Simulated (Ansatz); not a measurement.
PbS (rock salt)

```xyz
2
Lattice="0.0000 3.0045 3.0045 3.0045 0.0000 3.0045 3.0045 3.0045 0.0000" Properties=species:S:1:pos:R:3 pbc="T T T"
S      0.0000     0.0000     0.0000
Pb     3.0045     3.0045     3.0045
```

The slice is a {111} plane (indices of the conventional cell) through the point (0.500, 0.500, 0.500) (fractional), spanned by u = [100] and v = [-1 2 0] in vectors of this cell: u (4.25 Å) and v (7.36 Å, at 90° to u). It covers one period; positions are fractions (u, v).

Method: PBE (plane waves to 420 eV, PAW, scalar-relativistic; Ansatz, a first-principles code). k mesh 10×10×10. Inside the PAW spheres the values are not all-electron values, and peaks at nuclei hang on which shells count as valence. PbS was relaxed with its symmetry unable to fall. Spin-orbit coupling is left out, though Pb is heavy. The PAW data are Ansatz's earlier set.

Question: Predict the map of the density of the lowest conduction band (whole band as if filled, smooth part) on the slice.

Answer: 
```
v \ u   0.00   0.17   0.33   0.50   0.67   0.83
-----  -----  -----  -----  -----  -----  -----
0.90   0.018  0.065  0.039  0.021  0.039  0.065
0.80   0.048  0.038  0.024  0.019  0.024  0.038
0.70   0.019  0.024  0.038  0.048  0.038  0.024
0.60   0.021  0.039  0.065  0.018  0.065  0.039
0.50   0.025  0.052  0.014  0.003  0.014  0.052
0.40   0.021  0.039  0.065  0.018  0.065  0.039
0.30   0.019  0.024  0.038  0.048  0.038  0.024
0.20   0.048  0.038  0.024  0.019  0.024  0.038
0.10   0.018  0.065  0.039  0.021  0.039  0.065
0.00   0.003  0.014  0.052  0.025  0.052  0.014
```

Values: density of the lowest conduction band (whole band as if filled, smooth part) in e/Å³.
